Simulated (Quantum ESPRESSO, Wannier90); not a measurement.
**Wannier functions of LiNbO3 (R-3c)**

```
begin unit_cell_cart
ang
   -2.6347200208    4.5634689398    0.0000000000
   -5.2694400417    0.0000000000    0.0000000000
   -2.6347200208    1.5211563133    4.6343670000
end unit_cell_cart
begin atoms_frac
Li   0.2500000000  0.2500000000  0.2500000000
Li  -0.2500000000 -0.2500000000 -0.2500000000
Nb   0.0000000000  0.0000000000  0.0000000000
Nb   0.5000000000  0.5000000000  0.5000000000
O   -0.2500000000  0.3703650000 -0.2500000000
O    0.2500000000 -0.3703650000  0.2500000000
O    0.1296350000 -0.2500000000 -0.2500000000
O   -0.1296350000  0.2500000000  0.2500000000
O    0.3703650000  0.1296350000 -0.2500000000
O   -0.3703650000 -0.1296350000  0.2500000000
end atoms_frac
```

Structure: Materials Project mp-552588, symmetrised, not relaxed again. COD (Crystallography Open Database) has the formula in 3 space groups, this one among them (matched by group alone). Computed values, not measurements, from PBEsol: Quantum ESPRESSO (norm-conserving PseudoDojo potentials, cutoff 68 Ry, no spin polarisation, no spin-orbit coupling) on a Γ-centred 6×6×6 mesh, then Wannier90. Density: 8×8×8 mesh, cold smearing 0.01 Ry.

Bands 35-40 form an isolated set from 2.38 to 5.36 eV relative to the valence-band maximum (on the path) and are turned into 6 Wannier functions by minimising the spread from the start: SCDM (isolated).

Problem. Where do the functions sit, how wide are they and what are they made of?

Solution. 
```tsv
functions	spread (Å²)	nearest atom, distance (Å)	second atom, distance (Å)	weight on atomic waves
2	2.56	Nb 0.00	O 2.01	Nb 4d 67 %, O 2p 27 %
4	3.07	Nb 0.00	O 2.01	Nb 4d 71 %, O 2p 24 %
```

Ω_I = 17.29 Å², Ω_total = 17.39 Å²; the interpolated bands follow pw.x to 0.7 meV rms on the path. Only this start was tried; a symmetric start can stop on a saddle, and mixtures of these functions could lower the total by at most Ω_total − Ω_I.
